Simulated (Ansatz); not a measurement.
ScPt3 (Cu3Au type)

```
CELL_PARAMETERS angstrom
      3.92239     0.00000     0.00000
      0.00000     3.92239     0.00000
      0.00000     0.00000     3.92239
ATOMIC_POSITIONS crystal
  Sc 0.00000 0.00000 0.00000
  Pt 0.50000 0.50000 0.00000
  Pt 0.00000 0.50000 0.50000
  Pt 0.50000 0.00000 0.50000
```

The slice is a {110} plane (indices of the conventional cell) through the point (0.000, 0.500, 0.500) (fractional), spanned by u = [100] and v = [011] in vectors of this cell: u (3.92 Å) and v (5.55 Å, at 90° to u). It covers one period; positions are fractions (u, v).

The numbers are results of LDA (plane waves to 420 eV, PAW, scalar-relativistic; Ansatz, a quantum-chemistry and plane-wave program), not measurements. k mesh 12×12×12. Near the nuclei the fields are pseudised (PAW); where an atom keeps semicore shells as valence, they peak there. ScPt3 is run without spin polarisation. ScPt3 was relaxed with its symmetry unable to fall. Spin-orbit coupling is left out, though Pt is heavy.

Question: What is the ELF at the density minimum of the shortest Sc–Pt line in this plane (2.77 Å)?

Answer: 0.1.

Question: Predict the map of the electrostatic potential energy of an electron, from the cell's mean on the slice.

Answer: 
```
|xxxxxxxx11779999997711xxxxxx|
|xxxxxx004477888888774400xxxx|
|xxxx0022667766666677662200xx|
|0000336677665544556677663300|
|2233556677664444446677665533|
|0000225566665544556666552200|
|xxxx0011446666666666441100xx|
|xxxxxx002266777777662200xxxx|
|xxxxxxxx00558888885500xxxxxx|
|xxxxxxxx00558899885500xxxxxx|
|xxxxxxxx00558888885500xxxxxx|
|xxxxxx002266777777662200xxxx|
|xxxx0011446666666666441100xx|
|0000225566665544556666552200|
|2233556677664444446677665533|
|0000336677665544556677663300|
|xxxx0022667766666677662200xx|
|xxxxxx004477888888774400xxxx|
|xxxxxxxx11779999997711xxxxxx|
|xxxxxxxx00779999997700xxxxxx|
```
Scale: ten equal steps from 7.00 (start of '0') to 15.35 (end of '9'), in the order '0123456789'. Values: electrostatic potential energy of an electron, from the cell's mean, in eV. The map has 14 points along u (two characters each, u = 0 at the left) and 20 along v (v = 0 in the bottom row). Points within 1 Å of a nucleus are blanked (x), as the pseudised field means little there. Values under 7 eV are set to 7. The zero, the cell's mean, hangs on the PAW cores.
